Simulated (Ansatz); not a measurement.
The relaxation started from an entry of Materials Project.

A relaxed structure of Al$_{3}$Ru$_{2}$. Space group I4/mmm (No. 139). The numbers are results of PBEsol (plane waves to 420 eV, PAW, scalar-relativistic; Ansatz, a program for electronic structure), not measurements.

```cif
data_Al3Ru2
_chemical_formula_sum 'Al3 Ru2'
_space_group_name_H-M_alt 'P 1'
_space_group_IT_number 1
_cell_length_a 7.45049
_cell_length_b 7.45049
_cell_length_c 7.45049
_cell_angle_alpha 156.195
_cell_angle_beta 156.195
_cell_angle_gamma 33.916
loop_
_space_group_symop_operation_xyz
  'x, y, z'
loop_
_atom_site_label
_atom_site_type_symbol
_atom_site_fract_x
_atom_site_fract_y
_atom_site_fract_z
_atom_site_occupancy
Al1 Al 0.00000 0.00000 0.00000 1
Al2 Al 0.80624 0.80624 0.00000 1
Al3 Al 0.19376 0.19376 0.00000 1
Ru1 Ru 0.60565 0.60565 0.00000 1
Ru2 Ru 0.39435 0.39435 0.00000 1
```

```json
{
 "volume_per_atom": "13.46 Å³",
 "density": "6.98 g/cm³",
 "band_gap": "no gap (metallic)",
 "shortest_distances": "Al–Ru 2.51 Å; Al–Al 2.70 Å; Ru–Ru 3.01 Å",
 "k-mesh": "21×21×21"
}
```

Band energies at high-symmetry points (eV from the Fermi level; labels of this space group; no spin-orbit coupling), from −5 eV up to 3.4 eV:

```tsv
point	energies
Γ	-3.73 -3.49 -3.22 -1.50 -1.38 -1.38 -0.85 -0.85 -0.22 -0.08
X	-4.66 -4.13 -3.97 -2.93 -2.41 -2.35 -1.76 -0.56 0.48 0.64 1.10 1.15 2.00 2.12
P	-4.51 -4.51 -3.32 -3.32 -2.88 -1.85 -1.32 -1.32 0.69 1.10 1.15 1.37 1.37 1.87
N	-4.86 -3.88 -2.65 -2.13 -2.04 -1.94 -1.72 -1.65 -1.09 -0.35 1.31 1.62
M	-4.08 -3.58 -3.11 -1.95 -1.60 -1.60 -0.51 -0.51 -0.21 -0.10 2.40
S	-4.94 -3.72 -2.63 -2.29 -1.94 -1.83 -1.74 -1.71 -1.11 -0.34 1.38 1.58
S0	-4.94 -3.72 -2.63 -2.29 -1.94 -1.83 -1.74 -1.71 -1.11 -0.34 1.38 1.58
R	-4.65 -4.17 -3.99 -2.92 -2.42 -2.34 -1.73 -0.62 0.49 0.60 1.00 1.10 2.16 2.20
```

No spin polarisation in the result.

The run could not lose the symmetry of its start.
